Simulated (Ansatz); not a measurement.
**Does relaxation matter for the field gradients of PbF2 with an F vacancy?**

Start: a supercell of PbF2 (fluorite type, Fm-3m) built from a Materials Project structure (computed, not necessarily an observed phase), with all atoms left at the host's positions.

```
Pb F
1.0
     0.00000    5.91590    5.91590
     5.91590    0.00000    5.91590
     5.91590    5.91590    0.00000
Pb F
8 15
Direct
  0.00000 0.00000 0.00000
  0.00000 0.00000 0.50000
  0.00000 0.50000 0.00000
  0.00000 0.50000 0.50000
  0.50000 0.00000 0.00000
  0.50000 0.00000 0.50000
  0.50000 0.50000 0.00000
  0.50000 0.50000 0.50000
  0.37500 0.37500 0.87500
  0.37500 0.87500 0.37500
  0.37500 0.87500 0.87500
  0.87500 0.37500 0.37500
  0.87500 0.37500 0.87500
  0.87500 0.87500 0.37500
  0.87500 0.87500 0.87500
  0.12500 0.12500 0.12500
  0.12500 0.12500 0.62500
  0.12500 0.62500 0.12500
  0.12500 0.62500 0.62500
  0.62500 0.12500 0.12500
  0.62500 0.12500 0.62500
  0.62500 0.62500 0.12500
  0.62500 0.62500 0.62500
```

Atom numbers follow the list; atoms alike are taken as one site, whose name carries the number of the first.

Method: Kohn–Sham DFT in Ansatz, PBE, plane waves and PAW, scalar-relativistic, collinear spin, 420 eV cutoff, Γ-centred 3×3×3 k-points, Fermi–Dirac smearing 0.01 eV. Start moments as typed (μB): 0 0 0 0.5 0 0.5 0.5 0.5 0 0 0 0 0 0 0 0 0 0 0 0 0 0 0 by atom.

The largest force at the start is 0.15 eV/Å. Relaxing the ions at fixed cell moves them by 0.019 Å at most (atom 4, Pb) and 0.010 Å rms. End positions:

```
CELL_PARAMETERS angstrom
0.00000 5.91590 5.91590
5.91590 0.00000 5.91590
5.91590 5.91590 0.00000
ATOMIC_POSITIONS crystal
Pb 0.00000 0.00000 0.00000
Pb 0.00000 0.00000 0.49999
Pb 0.00000 0.49999 0.00000
Pb 0.00277 0.49908 0.49908
Pb 0.49999 0.00000 0.00000
Pb 0.49908 0.00277 0.49908
Pb 0.49908 0.49908 0.00277
Pb 0.49908 0.49908 0.49908
F 0.37530 0.37530 0.87470
F 0.37530 0.87470 0.37530
F 0.37530 0.87470 0.87470
F 0.87470 0.37530 0.37530
F 0.87470 0.37530 0.87470
F 0.87470 0.87470 0.37530
F 0.87500 0.87500 0.87500
F 0.12500 0.12500 0.12500
F 0.12404 0.12404 0.62596
F 0.12404 0.62596 0.12404
F 0.12404 0.62596 0.62596
F 0.62596 0.12404 0.12404
F 0.62596 0.12404 0.62596
F 0.62596 0.62596 0.12404
F 0.62500 0.62500 0.62500
```

| site | atom | moved (Å) | first shell before | first shell after | V_zz before (10²¹ V/m²) | η before |
| --- | --- | --- | --- | --- | --- | --- |
| Pb1 | 1 | 0.000 | 8 F at 2.56 Å | 8 F at 2.56 Å | -1.82 | 0.00 |
| Pb4 | 4 | 0.019 | 7 F at 2.56 Å | 7 F at 2.56–2.58 Å | -21.4 | 0.00 |
| F9 | 9 | 0.004 | 4 Pb at 2.56 Å | 4 Pb at 2.56–2.57 Å | 0.29 | 0.04 |
| F17 | 17 | 0.011 | 4 Pb at 2.56 Å | 4 Pb at 2.56 Å | 0.097 | 0.93 |

Problem. How do the gradients change?

Solution. 

| site | atom | V_zz after | η after | change of V_zz |
| --- | --- | --- | --- | --- |
| Pb1 | 1 | -1.68 | 0.00 | +0.14 |
| Pb4 | 4 | -21.3 | 0.00 | +0.07 |
| F9 | 9 | 0.46 | 0.02 | +0.17 |
| F17 | 17 | 0.14 | 0.30 | +0.04 |

The largest change of V_zz is on F9, from 0.29 to 0.46. Sites without a gradient aren't listed.

The defect repeats with the cell of 23 atoms, so it feels its images: sites between two images don't show the values beside a lone defect, and zeros or small values of η there can come from the images' arrangement. The defect cell has no gap above 0.1 eV on its mesh, so the values can hang on the smearing and the k-mesh. Spin–orbit coupling is left out, which shifts gradients on Pb by a few per cent in wide-gap crystals, and can shift them far more where the calculated gap is small or absent, as here. The run lost most of its start moments on Pb; a state with other moments may lie lower.
Before: The neighbours have not yet relaxed around the defect (largest force 0.15 eV/Å), so a real crystal will differ.
After: The relaxation keeps the symmetry of the vacancy's site, so distortions that break it, Jahn–Teller ones too, aren't explored.
